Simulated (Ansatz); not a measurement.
A relaxation computed with Ansatz, from input to last step.

```yaml
crystal:
  lattice:
    - [1.6863672368, -5.6039084726, 0.0]
    - [1.6863672368, 5.6039084726, 0.0]
    - [0.0, 0.0, 4.4089727283]
  atoms:
    - { symbol: Sc, position: [0.8381188525, 0.1618811475, 0.25] }
    - { symbol: Sc, position: [0.1618811475, 0.8381188525, 0.75] }
    - { symbol: Al, position: [0.5700281366, 0.4299718634, 0.25] }
    - { symbol: Al, position: [0.4299718634, 0.5700281366, 0.75] }
basis:
  ecutwfc: 420
kpoints:
  mp_grid: { grid: [14, 14, 10] }
hamiltonian:
  xc: pbesol
scf:
  occupations: { method: gaussian, width: 0.1 }
output:
  forces: true
  stress: true
  eigenvalues: true
relax:
  adjacent_minimum: "off"
  f_tol: 0.01
  max_steps: 30
  cell: { stress_tol: 0.1, fix: [volume] }
```

```bash
ansatz run input.yaml --threads 1 --pin off --max-ram 2560MiB --backend cpu --events-out ev --progress --plain --runs-dir out
```

Level of theory: DFT PBEsol, scalar-relativistic, plane waves, PAW (Ansatz).

The volume is held at 1.06 times that of the relaxed cell.

Of 3 frames 3 are shown, positions in Å and forces in eV/Å; the SCF threshold varies from step to step. Steps run on the plane waves of an earlier cell, with a Pulay correction in the pressure. The basis is chosen afresh for the last frame, the zero of the energies, and at times for earlier ones too; energy and pressure step there, also at an unchanged geometry.

```xyz
4
Lattice="1.6864 -5.6039 0.0000 1.6864 5.6039 0.0000 0.0000 0.0000 4.4090" Properties=species:S:1:pos:R:3:forces:R:3 pbc="T T T" step=1 free_energy_over_end_meV_per_atom=0.24 pressure_GPa=-4.11
Sc    1.6864   -3.7896    1.1022    0.0000   -0.0232    0.0000
Sc    1.6864    3.7896    3.3067    0.0000    0.0232    0.0000
Al    1.6864   -0.7849    1.1022    0.0000   -0.0070    0.0000
Al    1.6864    0.7849    3.3067    0.0000    0.0070    0.0000
4
Lattice="1.6950 -5.5908 0.0000 1.6950 5.5908 0.0000 0.0000 0.0000 4.3968" Properties=species:S:1:pos:R:3:forces:R:3 pbc="T T T" step=2 free_energy_over_end_meV_per_atom=0.00 pressure_GPa=-4.01
Sc    1.6950   -3.7901    1.0992    0.0000   -0.0037    0.0000
Sc    1.6950    3.7901    3.2976    0.0000    0.0037    0.0000
Al    1.6950   -0.7874    1.0992    0.0000    0.0009    0.0000
Al    1.6950    0.7874    3.2976    0.0000   -0.0009    0.0000
4
Lattice="1.6950 -5.5908 0.0000 1.6950 5.5908 0.0000 0.0000 0.0000 4.3968" Properties=species:S:1:pos:R:3:forces:R:3 pbc="T T T" step=3 free_energy_over_end_meV_per_atom=0.00 pressure_GPa=-4.01
Sc    1.6950   -3.7901    1.0992    0.0000   -0.0037    0.0000
Sc    1.6950    3.7901    3.2976    0.0000    0.0037    0.0000
Al    1.6950   -0.7874    1.0992    0.0000    0.0009    0.0000
Al    1.6950    0.7874    3.2976    0.0000   -0.0009    0.0000
```

It took 99 s on 1 thread of Intel(R) Xeon(R) Platinum 8375C CPU @ 2.90GHz (Ice Lake) (shared host), peak memory 0.74 GiB.